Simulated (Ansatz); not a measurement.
Mn3SiN:
```
CELL_PARAMETERS angstrom
      2.70575     1.56217     4.68121
     -2.70575     1.56217     4.68121
      0.00000    -3.12433     4.68121
ATOMIC_POSITIONS crystal
  Si 0.00000 0.00000 0.00000
  N  0.25000 0.25000 0.25000
  Mn 0.50000 0.00000 0.00000
  Mn 0.00000 0.00000 0.50000
  Mn 0.00000 0.50000 0.00000
  Si 0.50000 0.50000 0.50000
  N  0.75000 0.75000 0.75000
  Mn 0.00000 0.50000 0.50000
  Mn 0.50000 0.50000 0.00000
  Mn 0.50000 0.00000 0.50000
```
The run is spin-polarised; directions of the spins, atom by atom: 0 0 ↑ ↑ ↑ 0 0 ↓ ↓ ↓.

Relaxed with r²SCAN. Special points in fractions of this cell's reciprocal vectors: Γ (0.000, 0.000, 0.000); T (0.500, 0.500, 0.500); H2 (0.759, 0.241, 0.500); H0 (0.500, -0.241, 0.241); L (0.500, 0.000, 0.000); S0 (0.370, -0.370, 0.000); S2 (0.630, 0.000, 0.370); F (0.500, 0.000, 0.500).

**Question.** List the band energies nearest the Fermi level at these points for the program Ansatz at the r²SCAN level (PAW).

**Answer.** In eV from the Fermi level; about four levels below and three above (degenerate sets whole), none deeper than 8.9 eV; points with the same levels are listed once.

| k | below | above |
|---|---|---|
| Γ ↑ | -0.97 -0.97 -0.60 -0.60 | 0.04 0.15 0.15 |
| T ↑ | -0.83 -0.83 -0.75 -0.75 -0.45 | 0.11 0.94 0.94 |
| H2 ↑ | -1.06 -0.88 -0.28 -0.14 | 0.81 0.98 1.19 |
| L ↑ | -0.79 -0.49 -0.17 -0.10 | 1.28 1.62 1.66 |
| S0 ↑ | -1.25 -1.16 -0.94 -0.31 | 0.29 0.48 1.00 |
| F ↑ | -1.18 -0.56 -0.26 -0.06 | 0.28 1.26 1.51 |

Space group R-3m. The start of the workflow was typed in or built on a structure type; neither database checked (COD, Materials Project) lists it. Its standing as an ambient phase is unchecked. Symmetry was held in the r²SCAN relaxation, as lowered by the spin order; its stability against distortions is not shown here. Magnetic state: antiferromagnetic, chosen from 4 collinear starts compared on coarse meshes (ties went to the first, and starts can fall back to one state), not a proven ground state. Other orbital occupations within this spin state were not tried. No Hubbard U is applied. Point labels and valley counts follow the cell and symmetry of the run, lower than the named group.

Potentials: the later of the program's two PAW sets.
